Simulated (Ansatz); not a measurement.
An Ansatz input and the part of its output that reports the observables at the nuclei.

The cell is a Materials Project structure (computed, not necessarily an observed phase), atoms as given.

```yaml
crystal:
  lattice:
    - [6.348449044, -3.6602283914, 0.0]
    - [6.348449044, 3.6602283914, 0.0]
    - [-4.2404782849, 0.0, 6.1164582999]
  atoms:
    - { symbol: Mg, position: [0.1263045, 0.1263045, 0.878548] }
    - { symbol: Mg, position: [0.8736955, 0.8736955, 0.121452] }
    - { symbol: Sc, position: [0.5, 0.5, 0.0] }
    - { symbol: Ti, position: [0.0, 0.5, 0.5], spin: 1.0 }
    - { symbol: Ti, position: [0.5, 0.5, 0.5], spin: 1.0 }
    - { symbol: Ti, position: [0.5, 0.0, 0.5], spin: 1.0 }
    - { symbol: S, position: [0.259218, 0.259218, 0.277943] }
    - { symbol: S, position: [0.277234, 0.745968, 0.268908] }
    - { symbol: S, position: [0.745968, 0.277234, 0.268908] }
    - { symbol: S, position: [0.745786, 0.745786, 0.269098] }
    - { symbol: S, position: [0.254032, 0.722766, 0.731092] }
    - { symbol: S, position: [0.254214, 0.254214, 0.730902] }
    - { symbol: S, position: [0.740782, 0.740782, 0.722057] }
    - { symbol: S, position: [0.722766, 0.254032, 0.731092] }
magnetization:
  spin_polarized: true
kpoints:
  mp_grid: { grid: [6, 6, 6] }
scf:
  occupations: { method: fermi_dirac, width: 0.05 }
hamiltonian:
  xc: r2scan
  pseudopotentials: { kind: paw }
output:
  forces: true
  stress: true
  populations: true
  efg:
    quadrupole_moments_barn: { Mg: 0.1994, Sc: -0.22, Ti: 0.247, S: -0.0694 }
    contact_densities: true
```

```sh
ansatz run input.yaml --threads 1 --pin off --max-ram 3072MiB --backend cpu --events-out ev --progress --plain --runs-dir out
```

Of the output, the block on the nuclei alone is shown; the set-up, the SCF iterations, energies, forces and stress are cut. One atom of each set with nearly equal values is shown.

```
--- PAW observables at the nuclei: V_zz in 10²¹ V/m², potentials from the cell's mean, atoms counted from 1 ---
  atom   1  Mg V_zz =    -0.295690   η = 0.0435   by run symmetry: allowed   C_q = -1.4257 MHz
            electrostatic potential = -1102.218310 V   contact ρ = 7783.385397 e/Å³   contact ρ_s (e/Å³): all electrons +0.452726, valence +0.443606
  atom   3  Sc V_zz =    -0.501232   η = 0.0891   by run symmetry: allowed   C_q = +2.6663 MHz
            electrostatic potential = -2365.261694 V   contact ρ = 48501.313565 e/Å³   contact ρ_s (e/Å³): all electrons +0.036216, valence +0.079086
  atom   4  Ti V_zz =    -3.927734   η = 0.7006   by run symmetry: allowed   C_q = -23.4581 MHz
            electrostatic potential = -2523.879319 V   contact ρ = 56719.166543 e/Å³   contact ρ_s (e/Å³): all electrons -0.344702, valence +1.783303
  atom   5  Ti V_zz =    -4.008189   η = 0.6997   by run symmetry: allowed   C_q = -23.9386 MHz
            electrostatic potential = -2523.881103 V   contact ρ = 56719.112086 e/Å³   contact ρ_s (e/Å³): all electrons -0.341136, valence +1.799870
  atom   7  S  V_zz =    -0.094333   η = 0.2118   by run symmetry: allowed   C_q = +0.1583 MHz
            electrostatic potential = -1632.863276 V   contact ρ = 19735.012610 e/Å³   contact ρ_s (e/Å³): all electrons -0.214607, valence -0.194755
  atom   8  S  V_zz =    -0.953069   η = 0.3391   by run symmetry: allowed   C_q = +1.5993 MHz
            electrostatic potential = -1632.935535 V   contact ρ = 19734.799181 e/Å³   contact ρ_s (e/Å³): all electrons -0.140082, valence -0.127371
  atom  10  S  V_zz =    -0.966377   η = 0.3938   by run symmetry: allowed   C_q = +1.6217 MHz
            electrostatic potential = -1632.932229 V   contact ρ = 19734.804662 e/Å³   contact ρ_s (e/Å³): all electrons -0.140622, valence -0.127886
```

The run took 21 min of wall time (21 min of CPU time) and 2.9 GiB at its peak, on 1 thread of Intel Xeon Platinum 8259CL CPU @ 2.50GHz (Skylake/Cascade Lake) (x86_64; 16 cores open to the job, memory cap 3.0 GiB, no GPU), a shared host with a load of 0.3 a core.

The program didn't check the stability of this electronic state in full, so a lower one may lie near. With no gap above 0.1 eV, as in a metal, the gradients converge slowly in k; expect changes of a tenth or more on a denser mesh. Semilocal functionals can leave a metal where correlation in the d or f shell opens a gap in the real compound, and that would change the values at and beside Ti. All moments are parallel here, as the start or the cell imposes; many such compounds order antiparallel, where fields and spin densities carried over to other atoms largely cancel. The magnetic order is the one that the run reached from its start moments, not necessarily the measured one (the real compound may not order at all).
